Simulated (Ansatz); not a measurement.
## Property card for ZrSnTe

ZrSnTe:
```cif
data_Sn2Te2Zr2
_chemical_formula_sum 'Zr2 Sn2 Te2'
_space_group_name_H-M_alt 'P4/nmm :1'
_space_group_IT_number 129
_space_group_name_Hall 'P 4ab 2ab -1ab'
_cell_length_a 4.01002
_cell_length_b 4.01002
_cell_length_c 8.62471
_cell_angle_alpha 90.000
_cell_angle_beta 90.000
_cell_angle_gamma 90.000
loop_
_space_group_symop_operation_xyz
  'x, y, z'
  '-y+1/2, x+1/2, z'
  '-x, -y, z'
  'y+1/2, -x+1/2, z'
  'x+1/2, -y+1/2, -z'
  '-y, -x, -z'
  '-x+1/2, y+1/2, -z'
  'y, x, -z'
  '-x+1/2, -y+1/2, -z'
  'y, -x, -z'
  'x+1/2, y+1/2, -z'
  '-y, x, -z'
  '-x, y, z'
  'y+1/2, x+1/2, z'
  'x, -y, z'
  '-y+1/2, -x+1/2, z'
loop_
_atom_site_label
_atom_site_type_symbol
_atom_site_symmetry_multiplicity
_atom_site_Wyckoff_symbol
_atom_site_fract_x
_atom_site_fract_y
_atom_site_fract_z
_atom_site_occupancy
Zr1 Zr 2 c 0.50000 0.00000 0.26449 1
Sn1 Sn 2 a 0.00000 0.00000 0.00000 1
Te1 Te 2 c 0.00000 0.50000 0.38160 1
```

Space group P4/nmm (No. 129); conventional cell a = b = 4.010 Å, c = 8.625 Å, α = β = γ = 90.00°.

Method: plane-wave PAW LDA (Ansatz code). The cell and atoms are relaxed at this level. Other levels are named where they apply.

**Cell and energy**

* **Volume per atom**: 23.11 Å³
* **Density**: 8.08 g/cm³
* **Formation energy from the elements (no fitted shifts)**: -75 kJ/mol of atoms

**Electronic structure**

- Electronic character: metallic (no gap)
- Density of states at the Fermi level: 0.11 states/eV per atom (mean over ±0.08 eV)

**Mechanics**

- Bulk modulus (Birch–Murnaghan fit) = 98.7 GPa
- Pressure derivative B′ = 4.6

**Phonons**

- Highest zone-centre frequency = 219 cm⁻¹
- Zone-centre stability = no imaginary mode at Γ

The workflow started from a Materials Project entry (that database holds measured and hypothetical structures alike); the Crystallography Open Database copy checked does not list it. Its standing as an ambient phase is unchecked. The cell was relaxed with LDA under the symmetry of its start. No spin polarisation was allowed. As this level gives no gap, phonon frequencies hold no LO–TO term and depend on the k-mesh and smearing (Fermi–Dirac, 0.1 eV here). The references are the lowest solids computed at this level, not always the standard phases. Spin–orbit coupling is left out wherever it is not named.

Potentials: the later of the program's two PAW sets.
